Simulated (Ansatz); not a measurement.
**BiTe: energy along a strain**

BiTe, R-3m, a = 4.845 Å, c = 9.952 Å (as given, not relaxed at this level: 0.0 GPa). The structure is a Materials Project entry; whether it is the stable form wasn't checked. Ansatz: PBE, PAW, 420 eV, Γ-centred 12×12×12 mesh on 2 atoms, Gaussian smearing 0.15 eV; no spin polarisation. Cell vectors (Å): 2.423 1.399 3.317; -2.423 1.399 3.317; 0.000 -2.798 3.317. The cell is strained by x per cent times the pattern (0 0 0 0 1 0) in the order xx yy zz yz xz xy (engineering shears), with fractional coordinates held. y is the free energy over the start, V0 = 33.725 Å³/atom. Symmetry makes y even in x. Points with a strain past 8.5 % were computed too (2) and aren't used here.

| x (%) | y (meV/atom) |
| --- | --- |
| -5.00 | 7.02 |
| 0.00 | 0.00 |
| 1.25 | 0.44 |
| 2.50 | 1.75 |
| 3.75 | 3.95 |
| 6.25 | 10.98 |
| 7.50 | ? |

Problem. Fit y = c2 x² + c4 x⁴ to the other rows, get the stiffness along the pattern, and predict the missing energy.

Solution. Least squares on the rows shown. y = 0.28044 x² + 1.6308×10⁻⁵ x⁴. The clamped-ion stiffness p·C·p = 2 × 2.804 eV × 160.2 / 33.725 Å³ = 27 GPa, which is C55 in these axes. At x = 7.50 the fit asked for gives 15.83 meV/atom. The run gave 15.82 meV/atom, so the fit is 0.01 meV/atom too high, a small miss on the scale of the series.

Spin–orbit coupling is left out, which can shift energies with elements as heavy as these.